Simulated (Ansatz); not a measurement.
ZnSnO3:
```
CELL_PARAMETERS angstrom
      2.63235     1.51979     4.67632
     -2.63235     1.51979     4.67632
      0.00000    -3.03958     4.67632
ATOMIC_POSITIONS crystal
  Zn 0.71647 0.71647 0.71647
  Zn 0.21647 0.21647 0.21647
  Sn 0.99887 0.99887 0.99887
  Sn 0.49887 0.49887 0.49887
  O  0.39171 0.78456 0.10980
  O  0.78456 0.10980 0.39171
  O  0.10980 0.39171 0.78456
  O  0.60980 0.28456 0.89171
  O  0.89171 0.60980 0.28456
  O  0.28456 0.89171 0.60980
```

Relaxed with HSE06.

### Question
Give the Bader charges and basin volumes of the independent atoms, the program Ansatz at the HSE06 level (PAW).

### Answer


```json
[
 {"atom": "Zn1", "Bader charge (e)": "+1.37", "Bader volume (Å³)": "9.2"},
 {"atom": "Sn3", "Bader charge (e)": "+2.60", "Bader volume (Å³)": "9.8"},
 {"atom": "O5", "Bader charge (e)": "-1.32", "Bader volume (Å³)": "12.4"}
]
```

Space group R3c. The HSE06 relaxation kept the symmetry of its start. Spin–orbit coupling is left out wherever it is not named.

Potentials: the later of the program's two PAW sets.
